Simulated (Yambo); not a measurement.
CdZnS$_{2}$ (space group P-4m2, No. 115), G0W0@PBEsol in Yambo with this input:

```
rim_cut
gw0
dyson
el_el_corr
HF_and_locXC
ppa
em1d
RandQpts= 1000000
RandGvec= 1 Ry
EXXRLvcs= 102 Ry
VXCRLvcs= 408 Ry
Chimod= "HARTREE"
% BndsRnXp
 9 | 173 |
%
NGsBlkXp= 8 Ry
% LongDrXp
 1.0 | 1.0 | 1.0 |
%
PPAPntXp= 27.2114 eV
% GbndRnge
 1 | 173 |
%
GTermKind= "BG"
DysSolver= "n"
ExtendOut
```

On a 4×4×2 mesh, with wavefunctions cut at 102 Ry, the gap (Γ → Γ) is 2.601 eV and the valence edge shifts by -0.860 eV.

Question: What happens with this change: 3 Ry block?

Answer: The gap falls by 0.156 eV, to 2.445 eV; the shift of the valence edge becomes -0.575 eV. Neither run is shown to be the converged limit.

Spin-orbit coupling is not included.

Geometry relaxed with PBEsol; primitive cell a = 3.928 Å, b = 3.928 Å, c = 5.652 Å, α = 90.00°, β = 90.00°, γ = 90.00°.

The structure is a Materials Project entry; no match was found in the copy of COD used, and its stability was not checked.

A shift is the quasiparticle energy of the state minus its PBEsol energy.
